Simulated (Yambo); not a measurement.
CdS (zinc blende, space group F-43m, No. 216), G0W0@PBEsol (Yambo, plasmon pole, terminator in G, 4×4×4 mesh): gap Γ → Γ in eV by bands and screening block.

| bands (W and G) | 2 Ry | 4 Ry | 6 Ry | 8 Ry | 10 Ry |
|---|---|---|---|---|---|
| 27 | 2.19 | 2.29 | 2.30 | 2.32 | 2.32 |
| 42 | (withheld) | 2.19 | (withheld) | 2.23 | 2.23 |
| 64 | 1.97 | 2.13 | 2.15 | 2.19 | 2.19 |
| 89 | 1.95 | 2.11 | 2.14 | 2.18 | 2.19 |
| 118 | (withheld) | 2.11 | 2.14 | 2.19 | 2.19 |

### Question
Estimate the withheld gaps from their neighbours; the computed values follow.

### Answer

- 42, 2 Ry: 2.04
- 42, 6 Ry: 2.21
- 118, 2 Ry: 1.94

The largest settings aren't shown to be the converged limit.

Spin-orbit coupling is not included.

Geometry relaxed with PBEsol; primitive cell a = b = c = 4.1188 Å, α = β = γ = 60.00°.
